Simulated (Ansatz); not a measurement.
SnGe₃ in space group I4/mmm (No. 139; Sn on 2a, Ge on 4d, Ge on 2b), the program Ansatz at the PBEsol level (PAW), all energies at zero smearing, with the estimated change up to a 700 eV cutoff added, with one set of potentials and settings (totals compare only within such a set). Cell of 4 atoms (1 Sn, 3 Ge): -18709.311 eV.

| element | reference phase | E (eV/atom) |
|---|---|---|
| Sn | I4_1/amd, 2 atoms in the cell | -5949.7830 |
| Ge | Fd-3m, 2 atoms in the cell | -4253.4978 |

Formation energy per atom, worked out: (-18709.311 − 1×(-5949.7830) − 3×(-4253.4978))/4 = 0.241 eV/atom (23 kJ per mol of atoms), at 0 K, without zero-point energy or fitted corrections.

The first step of the workflow began from a Materials Project structure, measured or hypothetical; the Crystallography Open Database copy checked does not list it. Its standing as an ambient phase is unchecked. The cell was relaxed with PBEsol under the symmetry of its start; phonons show weakly imaginary modes. Its formation energy is positive at this level, so the cell may be metastable or incomplete. The references are the lowest solids computed at this level, not always the standard phases. Scalar-relativistic: spin–orbit coupling is off unless named, which matters more the heavier the elements.

Potentials: the later of the program's two PAW sets.
